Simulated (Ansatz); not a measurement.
Rb$_{2}$WO$_{2}$F$_{4}$:
```xyz
9
Lattice="5.3013 2.9455 0.0000 -5.3013 2.9455 0.0000 -0.1185 0.0000 4.8152" Properties=species:S:1:pos:R:3 pbc="T T T"
Rb     1.8406     2.9455     1.4753
Rb    -1.9591     2.9455     3.3399
W      0.0000     0.0000     0.0000
O      3.6468     2.9455     3.8568
O     -3.7653     2.9455     0.9584
F      0.6174     4.5059     3.6994
F     -0.7359     1.3852     1.1159
F     -0.7359     4.5059     1.1159
F      0.6174     1.3852     3.6994
```

Relaxed with r²SCAN.

Task: Give the Bader charges and basin volumes of the independent atoms, r²SCAN (plane waves, PAW; program Ansatz).

Result: 

| atom | Bader charge (e) | Bader volume (Å³) |
|---|---|---|
| Rb1 | +0.91 | 24.6 |
| W3 | +3.24 | 8.6 |
| O4 | -1.11 | 16.9 |
| F6 | -0.71 | 14.7 |

Space group C2/m. The workflow started from a Materials Project entry (that database holds measured and hypothetical structures alike); the Crystallography Open Database copy checked does not list it. Whether it is the stable phase at ambient conditions was not checked. The r²SCAN relaxation kept the symmetry of its start; whether a distortion lowers the energy is not shown. The run is not spin-polarised. No Hubbard U is applied. Spin–orbit coupling is left out wherever it is not named.

Potentials: the later of the program's two PAW sets.
